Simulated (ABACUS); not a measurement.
## A series of runs on Bi₂Se₃ (R-3m, 5 atoms in the cell; from Materials Project mp-541837)

```
CELL_PARAMETERS angstrom
      2.09569     1.20994     9.97623
     -2.09569     1.20994     9.97623
      0.00000    -2.41989     9.97623
ATOMIC_POSITIONS crystal
  Bi 0.39844 0.39844 0.39844
  Bi 0.60156 0.60156 0.60156
  Se 0.00000 0.00000 0.00000
  Se 0.21572 0.21572 0.21572
  Se 0.78428 0.78428 0.78428
```

Base run A: PBEsol, PseudoDojo 0.4 standard norm-conserving PBEsol (tails mended) pseudopotentials run with ABACUS, self-consistent single point.

Its settings: KPT = Gamma 3 3 3 0 0 0; basis_type = pw; ecutwfc = 86 Ry; smearing_method = fd; smearing_sigma = 0.00146997 Ry; potentials = PseudoDojo 0.4 standard norm-conserving PBEsol (tails mended); symmetry = 1; ks_solver = dav_subspace; scf_nmax = 100; scf_thr = 1.0e-09 Ry; mixing_type = pulay; mixing_beta = 0.4.

Spin-orbit coupling is left out, which matters for bands and gaps with elements this heavy. The structure comes from a collection of computed structures, made at another level of theory; the collection holds predicted forms beside known ones.

ΔF is the free energy per atom less that of run A. 

A variant of run A gave: the free energy rises by 11.8 meV/atom, the pressure goes from -2.64 to -3.57 GPa and the largest force goes from 0.345 to 0.477 eV/Å.

Task: Name the change that produced these shifts.
(A) volume scaled by 0.96
(B) volume scaled by 1.02
(C) volume scaled by 1.01
(D) volume scaled by 0.98

Result: B, volume scaled by 1.02. That run gave: ΔF (meV/atom) 11.8; pressure (GPa) -3.57; largest force (eV/Å) 0.477.

The base and the other variants:

| change | ΔF (meV/atom) | pressure (GPa) | largest force (eV/Å) |
|---|---|---|---|
| base | 0.00 | -2.64 | 0.345 |
| volume scaled by 0.94 | -10.9 | 0.91 | 0.116 |
| volume scaled by 0.96 | -11.8 | -0.41 | 0.050 |
| volume scaled by 0.98 | -8.0 | -1.59 | 0.203 |
| volume scaled by 0.99 | -4.5 | -2.13 | 0.276 |
| volume scaled by 1.01 | 5.4 | -3.12 | 0.412 |
| volume scaled by 1.04 | 26.9 | -4.40 | 0.599 |
| volume scaled by 1.06 | 45.0 | -5.14 | 0.713 |

“Tails mended”: in these copies of the files the far tail of each local potential was reset to the Coulomb form.
